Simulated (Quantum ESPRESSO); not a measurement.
## PSiO3F3 (one run as intended and one with a planted mistake)

Computed values, not a measurement. The program is pw.x of Quantum ESPRESSO 7.5 (plane-wave density functional theory). The cell is made up: 8 atoms on a quartz lattice with one site empty, with randomly drawn elements, strain and displacements, not relaxed. PseudoDojo standard norm-conserving files (v0.5 for PBE, v0.4.1 for LDA and PBEsol) set the functional; there is no spin polarisation, spin-orbit coupling or dispersion term, and the masses in the input are unused placeholders.

Intended input:

```
&control calculation='scf', pseudo_dir='./dojo.nc.sr.pbe.v0_5.standard.upf', outdir='./o', disk_io='medium', tprnfor=.true., tstress=.true. /
&system ibrav=0, nat=8, ntyp=4, nbnd=30, ecutwfc=84.00895049, nosym=.true., tot_charge=0,
 occupations='smearing', smearing='fd', degauss=0.0018374661
/
&electrons conv_thr=7.350e-09, electron_maxstep=60, /
ATOMIC_SPECIES
F 1.0 F.upf
O 1.0 O.upf
P 1.0 P.upf
Si 1.0 Si.upf
CELL_PARAMETERS angstrom
5.168 -0.0506 -0.0633
-2.6278 4.3849 -0.0142
-0.0695 -0.0581 5.62
ATOMIC_POSITIONS angstrom
P -1.2525 2.0436 1.8856
Si 1.3658 2.2785 -0.0246
O 1.3845 1.1077 4.4631
F 3.3962 0.6247 2.4951
O 2.8639 2.5061 0.6494
O 0.2369 1.8248 1.2166
F -1.2463 3.1725 3.0751
F 0.6602 3.7198 4.8752
K_POINTS automatic
5 5 4 1 1 1
```

The log is shortened where brackets say so; the opening notice, blank lines, dates and the lines on written files are dropped, and the path of the files is cut. It prints rydbergs, bohrs and kilobars, and counts compression as positive stress. Where no state is partly filled, the Fermi energy that it prints is only some level between the filled and the empty states on the mesh, and need not lie in the true gap.

Log of the intended run:

```
     Program PWSCF v.7.5
     Parallel version (MPI & OpenMP), running on       1 processor cores
     Number of MPI processes:                 1
     Threads/MPI process:                     1
     [start-up lines left out]
     bravais-lattice index     =            0
     lattice parameter (alat)  =       9.7673  a.u.
     unit-cell volume          =     854.1718 (a.u.)^3
     number of atoms/cell      =            8
     number of atomic types    =            4
     number of electrons       =        48.00
     number of Kohn-Sham states=           30
     kinetic-energy cutoff     =      84.0090  Ry
     charge density cutoff     =     336.0358  Ry
     scf convergence threshold =      7.3E-09
     mixing beta               =       0.7000
     number of iterations used =            8  plain     mixing
     Exchange-correlation= PBE
                           (   1   4   3   4   0   0   0)
     [axes and pseudopotential details left out]
   Cartesian axes
     site n.     atom                  positions (alat units)
         1        P      tau(   1) = (  -0.2423270   0.3953848   0.3648158  )
         2        Si     tau(   2) = (   0.2642477   0.4408320  -0.0047595  )
         3        O      tau(   3) = (   0.2678657   0.2143119   0.8634968  )
         4        F      tau(   4) = (   0.6570787   0.1208636   0.4827386  )
         5        O      tau(   5) = (   0.5540921   0.4848669   0.1256424  )
         6        O      tau(   6) = (   0.0458341   0.3530526   0.2353813  )
         7        F      tau(   7) = (  -0.2411275   0.6137984   0.5949539  )
         8        F      tau(   8) = (   0.1277320   0.7196871   0.9432277  )
     number of k points=    50  Fermi-Dirac smearing, width (Ry)=  0.0018
                       cart. coord. in units 2pi/alat
        k(    1) = (   0.1032223   0.1801154   0.1180993), wk =   0.0400000
        k(    2) = (   0.1060632   0.1825627   0.3480812), wk =   0.0400000
     [further k points left out]
     Dense  grid:    88817 G-vectors     FFT dimensions: (  60,  60,  64)
     Estimated max dynamical RAM per process >     111.73 MB
     Initial potential from superposition of free atoms
     starting charge      47.9992, renormalised to      48.0000
     Starting wfcs are   32 randomized atomic wfcs
     total cpu time spent up to now is        6.6 secs
     per-process dynamical memory:    85.0 Mb
     Self-consistent Calculation
     iteration #  1     ecut=    84.01 Ry     beta= 0.70
     Davidson diagonalization with overlap
     ethr =  1.00E-02,  avg # of iterations =  3.0
     total cpu time spent up to now is       27.3 secs
     total energy              =    -268.77204186 Ry
     estimated scf accuracy    <       2.02605049 Ry
     iteration #  2     ecut=    84.01 Ry     beta= 0.70
     Davidson diagonalization with overlap
     ethr =  4.22E-03,  avg # of iterations =  3.0
     total cpu time spent up to now is       47.9 secs
     total energy              =    -267.32549747 Ry
     estimated scf accuracy    <      10.81482860 Ry
     [iterations 3 to 13 left out]
     iteration # 14     ecut=    84.01 Ry     beta= 0.70
     Davidson diagonalization with overlap
     ethr =  2.64E-10,  avg # of iterations =  2.0
     total cpu time spent up to now is      302.8 secs
     total energy              =    -269.70787151 Ry
     estimated scf accuracy    <       0.00000001 Ry
     iteration # 15     ecut=    84.01 Ry     beta= 0.70
     Davidson diagonalization with overlap
     ethr =  2.50E-11,  avg # of iterations =  3.5
     total cpu time spent up to now is      325.5 secs
     End of self-consistent calculation
     [lines on levels left out]
     the Fermi energy is     2.5839 ev
!    total energy              =    -269.70787152 Ry
     estimated scf accuracy    <          4.3E-10 Ry
     smearing contrib. (-TS)   =      -0.00000000 Ry
     internal energy E=F+TS    =    -269.70787152 Ry
     The total energy is F=E-TS. E is the sum of the following terms:
     one-electron contribution =    -156.05435718 Ry
     hartree contribution      =     100.39584285 Ry
     xc contribution           =     -65.25446747 Ry
     ewald contribution        =    -148.79488972 Ry
     convergence has been achieved in  15 iterations
     Forces acting on atoms (cartesian axes, Ry/au):
     atom    1 type  3   force =     0.01681050    0.04019560   -0.04719090
     atom    2 type  4   force =    -0.08756366   -0.00289137   -0.18985956
     atom    3 type  2   force =    -0.01944625    0.06083697    0.05872966
     atom    4 type  1   force =     0.04818299    0.09921068   -0.05541950
     atom    5 type  2   force =     0.11853103   -0.02255751    0.14761636
     atom    6 type  2   force =    -0.13994105    0.02576134    0.08616208
     atom    7 type  1   force =    -0.00309339   -0.10073687   -0.09850000
     atom    8 type  1   force =     0.06651983   -0.09981885    0.09846185
     Total force =     0.422581     Total SCF correction =     0.000044
     Computing stress (Cartesian axis) and pressure
          total   stress  (Ry/bohr**3)                   (kbar)     P=     -134.03
  -0.00082116   0.00020500   0.00006907         -120.80       30.16       10.16
   0.00020500  -0.00091254   0.00015330           30.16     -134.24       22.55
   0.00006907   0.00015330  -0.00099959           10.16       22.55     -147.05
     init_run     :      6.41s CPU      6.55s WALL (       1 calls)
     electrons    :    307.82s CPU    318.86s WALL (       1 calls)
     forces       :      4.20s CPU      4.27s WALL (       1 calls)
     stress       :     15.39s CPU     15.47s WALL (       1 calls)
     [timing details left out]
     PWSCF        :   5m33.97s CPU   5m45.46s WALL
     JOB DONE.
```

A second run has one planted mistake: the cell and the positions are scaled by a wrong factor. The input lines that differ, file-writing options aside:

```
- 5.168 -0.0506 -0.0633
+ 5.2078 -0.051 -0.0638
- -2.6278 4.3849 -0.0142
+ -2.648 4.4187 -0.0143
- -0.0695 -0.0581 5.62
+ -0.07 -0.0585 5.6633
- P -1.2525 2.0436 1.8856
+ P -1.2621 2.0593 1.9001
- Si 1.3658 2.2785 -0.0246
+ Si 1.3763 2.296 -0.0248
- O 1.3845 1.1077 4.4631
+ O 1.3952 1.1162 4.4975
- F 3.3962 0.6247 2.4951
+ F 3.4224 0.6295 2.5143
- O 2.8639 2.5061 0.6494
+ O 2.886 2.5254 0.6544
- O 0.2369 1.8248 1.2166
+ O 0.2387 1.8389 1.226
- F -1.2463 3.1725 3.0751
+ F -1.2559 3.1969 3.0988
- F 0.6602 3.7198 4.8752
+ F 0.6653 3.7484 4.9127
```

Its log:

```
     Program PWSCF v.7.5
     Parallel version (MPI & OpenMP), running on       1 processor cores
     Number of MPI processes:                 1
     Threads/MPI process:                     1
     [start-up lines left out]
     bravais-lattice index     =            0
     lattice parameter (alat)  =       9.8425  a.u.
     unit-cell volume          =     874.0669 (a.u.)^3
     number of atoms/cell      =            8
     number of atomic types    =            4
     number of electrons       =        48.00
     number of Kohn-Sham states=           30
     kinetic-energy cutoff     =      84.0090  Ry
     charge density cutoff     =     336.0358  Ry
     scf convergence threshold =      7.3E-09
     mixing beta               =       0.7000
     number of iterations used =            8  plain     mixing
     Exchange-correlation= PBE
                           (   1   4   3   4   0   0   0)
     [axes and pseudopotential details left out]
   Cartesian axes
     site n.     atom                  positions (alat units)
         1        P      tau(   1) = (  -0.2423182   0.3953775   0.3648117  )
         2        Si     tau(   2) = (   0.2642442   0.4408229  -0.0047615  )
         3        O      tau(   3) = (   0.2678729   0.2143060   0.8635022  )
         4        F      tau(   4) = (   0.6570873   0.1208615   0.4827357  )
         5        O      tau(   5) = (   0.5541006   0.4848668   0.1256422  )
         6        O      tau(   6) = (   0.0458295   0.3530615   0.2353872  )
         7        F      tau(   7) = (  -0.2411278   0.6137922   0.5949574  )
         8        F      tau(   8) = (   0.1277350   0.7196780   0.9432190  )
     number of k points=    50  Fermi-Dirac smearing, width (Ry)=  0.0018
                       cart. coord. in units 2pi/alat
        k(    1) = (   0.1032229   0.1801134   0.1180967), wk =   0.0400000
        k(    2) = (   0.1060644   0.1825605   0.3480779), wk =   0.0400000
     [further k points left out]
     Dense  grid:    90903 G-vectors     FFT dimensions: (  60,  60,  64)
     Estimated max dynamical RAM per process >     113.83 MB
     Initial potential from superposition of free atoms
     starting charge      47.9992, renormalised to      48.0000
     Starting wfcs are   32 randomized atomic wfcs
     total cpu time spent up to now is       11.1 secs
     per-process dynamical memory:    86.2 Mb
     Self-consistent Calculation
     iteration #  1     ecut=    84.01 Ry     beta= 0.70
     Davidson diagonalization with overlap
     ethr =  1.00E-02,  avg # of iterations =  3.0
     total cpu time spent up to now is       32.6 secs
     total energy              =    -268.74038282 Ry
     estimated scf accuracy    <       2.03873210 Ry
     iteration #  2     ecut=    84.01 Ry     beta= 0.70
     Davidson diagonalization with overlap
     ethr =  4.25E-03,  avg # of iterations =  3.0
     total cpu time spent up to now is       52.1 secs
     total energy              =    -267.15887790 Ry
     estimated scf accuracy    <      11.89902946 Ry
     [iterations 3 to 13 left out]
     iteration # 14     ecut=    84.01 Ry     beta= 0.70
     Davidson diagonalization with overlap
     ethr =  3.64E-10,  avg # of iterations =  2.0
     total cpu time spent up to now is      336.3 secs
     total energy              =    -269.68893826 Ry
     estimated scf accuracy    <       0.00000002 Ry
     iteration # 15     ecut=    84.01 Ry     beta= 0.70
     Davidson diagonalization with overlap
     ethr =  4.65E-11,  avg # of iterations =  3.0
     total cpu time spent up to now is      364.0 secs
     End of self-consistent calculation
     [lines on levels left out]
     the Fermi energy is     2.2999 ev
!    total energy              =    -269.68893827 Ry
     estimated scf accuracy    <          3.6E-10 Ry
     smearing contrib. (-TS)   =      -0.00000000 Ry
     internal energy E=F+TS    =    -269.68893827 Ry
     The total energy is F=E-TS. E is the sum of the following terms:
     one-electron contribution =    -157.94002643 Ry
     hartree contribution      =     101.07098347 Ry
     xc contribution           =     -65.16367708 Ry
     ewald contribution        =    -147.65621822 Ry
     convergence has been achieved in  15 iterations
     Forces acting on atoms (cartesian axes, Ry/au):
     atom    1 type  3   force =     0.01566403    0.03911883   -0.04723625
     atom    2 type  4   force =    -0.08274111   -0.00814334   -0.18856779
     atom    3 type  2   force =    -0.01919621    0.07152638    0.07073570
     atom    4 type  1   force =     0.05047715    0.10652615   -0.05836686
     atom    5 type  2   force =     0.11184927   -0.02681579    0.14498803
     atom    6 type  2   force =    -0.14044204    0.02697574    0.08201037
     atom    7 type  1   force =    -0.00301281   -0.10468871   -0.10252421
     atom    8 type  1   force =     0.06740174   -0.10449925    0.09896100
     Total force =     0.427121     Total SCF correction =     0.000047
     Computing stress (Cartesian axis) and pressure
          total   stress  (Ry/bohr**3)                   (kbar)     P=     -146.71
  -0.00091333   0.00020100   0.00006465         -134.36       29.57        9.51
   0.00020100  -0.00099464   0.00013175           29.57     -146.32       19.38
   0.00006465   0.00013175  -0.00108399            9.51       19.38     -159.46
     init_run     :     10.74s CPU     10.96s WALL (       1 calls)
     electrons    :    336.07s CPU    353.20s WALL (       1 calls)
     forces       :      6.59s CPU      6.68s WALL (       1 calls)
     stress       :     24.01s CPU     24.11s WALL (       1 calls)
     [timing details left out]
     PWSCF        :   6m17.69s CPU   6m35.45s WALL
     JOB DONE.
```

|  | intended run | run with the mistake |
| --- | --- | --- |
| free energy (eV) | -3669.563 | -3669.305 |
| smearing term -TS (eV) | 0.0000 | 0.0000 |
| pressure (GPa) | -13.40 | -14.67 |
| largest force component (eV/Å) | 4.881 | 4.848 |
| largest change of a force component (eV/Å) |  | 0.309 |
| iterations | 15 | 15 |

For scale, a rerun of the intended cell at 1437 eV and a 7 x 7 x 6 mesh moved values by no more than 0.003 eV in energy, 0.02 GPa in stress and 0.002 eV/Å in force.